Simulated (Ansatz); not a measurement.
Input file for Ansatz (a program for electronic structure):

Ansatz 0.2 input:
```yaml
crystal:
  lattice:
    - [0.0, 2.7122460349, 2.7122460349]
    - [2.7122460349, 0.0, 2.7122460349]
    - [2.7122460349, 2.7122460349, 0.0]
  atoms:
    - { symbol: Cu, position: [0.25, 0.25, 0.25] }
    - { symbol: Cl, position: [0.5, 0.5, 0.5] }
kpoints:
  mp_grid: { grid: [7, 7, 7] }
hamiltonian:
  xc: hse06
  pseudopotentials: { kind: paw }
scf:
  n_extra_bands: 6
  occupations: { method: fixed }
output:
  eigenvalues: true
  eigenstates:
    e_range: [-9.0, 8.8]
    kpoints:
      - [0.0, 0.0, 0.0]  # VBM
      - [0.0, 0.0, 0.0]  # CBM
      - [0.0, 0.0, 0.0]  # GAMMA
      - [0.5, 0.0, 0.5]  # X
      - [0.5, 0.5, 0.5]  # L
      - [0.5, 0.25, 0.75]  # W
      - [0.375, 0.375, 0.75]  # K
      - [0.625, 0.25, 0.625]  # U
```

Output (shortened):

```
Pseudopotentials: kind: paw
Pseudopotential: Cu, paw, valence charge 19
Pseudopotential: Cl, paw, valence charge 7
Functional definition: HSE06
davidson cushion auto → on  (no smearing: the cushion is to keep the highest requested band from converging to the state above it …
Crystal: 2 atoms, lattice volume = 39.904 Å³
Basis set: ecut = 420 eV, 749 PW (Γ)
Bands: 19, of which v1, the nominal top of the filled ones, is band 13 counted from 1 (12 counted from 0)
Symmetry: 24 space group operations
Space group: F-43m (ITA 216), of the structure as read, at distance tolerance 3.4e-5 Å
k-points: 20 of 343 (time reversal used)
PAW frozen core: Cu, regenerated for the run's functional, and the local potential with it
PAW frozen core: Cl, regenerated for the run's functional, and the local potential with it
Initial wavefunctions: pseudopotential atomic-orbital guess
Eigensolver: davidson
Functional: x = pbe(κ = 0.804, μ = 0.2195149727645171), c = pbe(β = 0.06672455060314922), warm-up for x = pbe(κ = 0.804, μ = 0.2195149727645171) + 0.25 (exact …
SCF iter   1: F=—  HF=-7705.431005 eV  |F-HF|=—  |Δ(HF+E_count)|=         —  Δρ=8.91e-4  dr2=2.35e-4  ethr=1.77e-3  ⟨swp⟩=8.1  Hψ=1891  notcnv=0
preconditioner: auto → none
SCF iter   2: F=—  HF=-7705.431340 eV  |F-HF|=—  |Δ(HF+E_count)|=   3.35e-4  Δρ=1.11e-3  dr2=2.76e-4  ethr=9.04e-7  ⟨swp⟩=4.5  Hψ=1516  notcnv=0
SCF iter   3: F=—  HF=-7705.431309 eV  |F-HF|=—  |Δ(HF+E_count)|=   3.15e-5  Δρ=3.71e-4  dr2=3.80e-5  ethr=9.04e-7  ⟨swp⟩=3.0  Hψ=1029  notcnv=0
iter 4 solved again at ethr=8.08e-9 eV; its pass at ethr=1.46e-7 eV (dr2=2.10e-6 eV) is discarded
SCF iter   4: F=-7705.431323 eV  HF=-7705.431317 eV  |F-HF|=6.28e-6  |Δ(HF+E_count)|=   8.38e-6  Δρ=9.73e-5  dr2=2.09e-6  ethr=8.08e-9  ⟨swp⟩=2.0  Hψ=1902  notcnv=0
SCF 1 stopped early in 4 iterations: F = -7705.431323 eV  dr2 = 2.09e-6
Crystal: 2 atoms, lattice volume = 39.904 Å³
Initial density: handed on by an earlier stage of this run
Initial wavefunctions: those handed on with the density
Functional: x = pbe(κ = 0.804, μ = 0.2195149727645171) + 0.25 (exact − pbe) at short range (hse, ω = 0.20786987370883472 Å⁻¹), c = pbe(β = 0.06672455060314922); HSE06 as pw.x's `hse` composes it (authors' and Libxc's form: `xc: wpbeh`)
Exchange kernel: α = 0.2500, screened, ω = 0.2079 Å⁻¹, Wigner–Seitz truncation, v(0) = 1046.8838 eV·Å³, q-mesh 7×7×7, nearest image of the exchange supercell L …
Frozen-core exchange: fock
SCF iter   1: F=—  HF=-7705.607811 eV  |F-HF|=—  |Δ(HF+E_count)|=         —  Δρ=3.71e-2  dr2=3.71e-1  ethr=8.05e-8  ⟨swp⟩=7.9  Hψ=2311  notcnv=0
preconditioner: auto → none
SCF iter   2: F=—  HF=-7705.604288 eV  |F-HF|=—  |Δ(HF+E_count)|=   3.52e-3  Δρ=2.86e-2  dr2=2.27e-1  ethr=8.05e-8  ⟨swp⟩=6.9  Hψ=2109  notcnv=0
SCF iter   3: F=—  HF=-7705.527874 eV  |F-HF|=—  |Δ(HF+E_count)|=   7.64e-2  Δρ=6.18e-3  dr2=1.19e-2  ethr=8.05e-8  ⟨swp⟩=5.9  Hψ=1902  notcnv=0
SCF iter   4: F=—  HF=-7705.538919 eV  |F-HF|=—  |Δ(HF+E_count)|=   1.10e-2  Δρ=3.12e-3  dr2=2.82e-3  ethr=8.05e-8  ⟨swp⟩=5.0  Hψ=1653  notcnv=0
SCF iter   5: F=—  HF=-7705.538368 eV  |F-HF|=—  |Δ(HF+E_count)|=   5.51e-4  Δρ=2.01e-4  dr2=2.95e-5  ethr=8.05e-8  ⟨swp⟩=4.0  Hψ=1550  notcnv=0
SCF iter   6: F=—  HF=-7705.538530 eV  |F-HF|=—  |Δ(HF+E_count)|=   1.62e-4  Δρ=2.68e-4  dr2=2.63e-5  ethr=4.51e-8  ⟨swp⟩=4.0  Hψ=1357  notcnv=0
SCF iter   7: F=-7705.538520 eV  HF=-7705.538521 eV  |F-HF|=2.82e-7  |Δ(HF+E_count)|=   9.00e-6  Δρ=4.01e-5  dr2=1.09e-6  ethr=4.51e-8  ⟨swp⟩=3.0  Hψ=1060  notcnv=0
SCF 2 stopped early in 7 iterations: F = -7705.538520 eV  dr2 = 1.09e-6
hybrid outer 1: dexx = +1.342e-2 eV, tail = 6.52e-5 eV
Crystal: 2 atoms, lattice volume = 39.904 Å³
Exchange kernel: α = 0.2500, screened, ω = 0.2079 Å⁻¹, Wigner–Seitz truncation, v(0) = 1046.8838 eV·Å³, q-mesh 7×7×7, nearest image of the exchange supercell L …
Frozen-core exchange: fock
SCF iter   1: F=—  HF=-7705.538326 eV  |F-HF|=—  |Δ(HF+E_count)|=         —  Δρ=1.49e-4  dr2=5.54e-6  ethr=1.25e-6  ⟨swp⟩=3.0  Hψ=903  notcnv=0
preconditioner: auto → none
iter 2 solved again at ethr=1.21e-10 eV; its pass at ethr=1.67e-8 eV (dr2=3.13e-8 eV) is discarded
SCF iter   2: F=—  HF=-7705.538325 eV  |F-HF|=—  |Δ(HF+E_count)|=   6.69e-7  Δρ=1.99e-5  dr2=7.53e-8  ethr=1.21e-10  ⟨swp⟩=3.0  Hψ=2057  notcnv=0
SCF iter   3: F=-7705.538325 eV  HF=-7705.538325 eV  |F-HF|=2.79e-8  |Δ(HF+E_count)|=   3.19e-8  Δρ=1.20e-5  dr2=9.74e-8  ethr=1.21e-10  ⟨swp⟩=3.2  Hψ=1207  notcnv=0
SCF 3 converged in 3 iterations: F = -7705.538325 eV  dr2 = 9.74e-8
hybrid outer 2: dexx = +3.449e-7 eV, tail = 3.48e-7 eV, Δε = 6.88e-3 eV (about 7.58e-4 eV left of the loop's levels)
NSCF: frozen V_eff on 8 k-points
hybrid SCF converged: 2 outer / 10 inner (+4 warm-up), last move |dexx| = 3.45e-7 eV, tail = 3.48e-7 eV
Stability not checked (fock_operator)
Free energy (F): -7705.538325 eV
Frozen-core exchange: fock
Harris-Foulkes:  -7705.538325 eV  (|F-HF|=2.79e-8)
Internal energy: -7705.538325 eV  (E = F + TS)
E sigma→0 (E₀):  -7705.538325 eV
Fermi energy:    5.979607 eV
--- Per-component energies (eV) ---
  E_band       = -586.589960
  E_kinetic    = 462.653389
  E_local      = -5907.492523  (includes V_loc(G=0)·N_el)
  E_nonlocal   = 447.315680
  E_hartree    = 2610.962800
  E_xc         = -155.250461
  E_vxc        = -185.780211  (∫ρ·V_xc dr)
  E_exx        = -125.055668  (= α·E_x^exact, valence–valence)
  E_paw        = -2260.193447  (= ΣΔE_a)
  E_vpaw       = -375.077649  (= ΣTr[D̂ρ^β])
  E_aug_tail   = 0.000382  (compensation charges beyond the density's cutoff)
  E_ewald      = -2778.142062
  E_core_change = -0.336416  (= ΣΔE_core)
  E_smearing   =  0.000000  (= −TS)
  E_closure    =  0.000000  (closes the sum)
  Σ components = -7705.538325   (vs F -7705.538325, Δ=0.00e0)
  [band-id]    e_kinetic+e_local+e_nonlocal+2·e_hartree+e_vxc+2·e_exx+e_vpaw+e_augmentation_tail = -586.566667   (vs E_band -586.589960, Δ=2.33e-2)
--- Band table (eV; the first three rows and the last of 20) ---
  k-point 0: bands = ["-109.8309", "-65.7144", "-65.7144", "-65.7144", "-11.8969", "1.0759", "1.0759", "1.0759", "4.1743", "4.1743", "5.9796", "5.9796", "5.9796", "8.3423", "14.6314", "14.6314", "14.6314", "19.5195", "19.5195"]
  k-point 1: bands = ["-109.8311", "-65.7144", "-65.7144", "-65.7144", "-11.8133", "0.7667", "1.0935", "1.0935", "4.1646", "4.1646", "5.5061", "5.8673", "5.8673", "9.1162", "14.1990", "14.8964", "14.8964", "18.8808", "18.8808"]
  k-point 2: bands = ["-109.8311", "-65.7144", "-65.7144", "-65.7144", "-11.6171", "0.1260", "1.1288", "1.1288", "4.1747", "4.1747", "4.8006", "5.6051", "5.6051", "10.3024", "13.9423", "15.1674", "15.1674", "18.9212", "18.9212"]
  k-point 19: bands = ["-109.8310", "-65.7146", "-65.7144", "-65.7141", "-11.2835", "0.1300", "0.4127", "1.1084", "4.0006", "4.1705", "4.3998", "4.5702", "4.9948", "12.5820", "13.2258", "15.1631", "16.2408", "18.9264", "20.5833"]
  band table: 19 of 19 bands, residual norms ≤ 1.0e-3 eV
```

Cost: around 90 core-seconds (rough) on shared cores.

The points marked VBM and CBM come from a semilocal run.

The PBE relaxation kept the symmetry of its start; phonons on a q-mesh show no instability. No spin polarisation was allowed.

Potentials: the later of the program's two PAW sets.

Ansatz is a plane-wave DFT program.
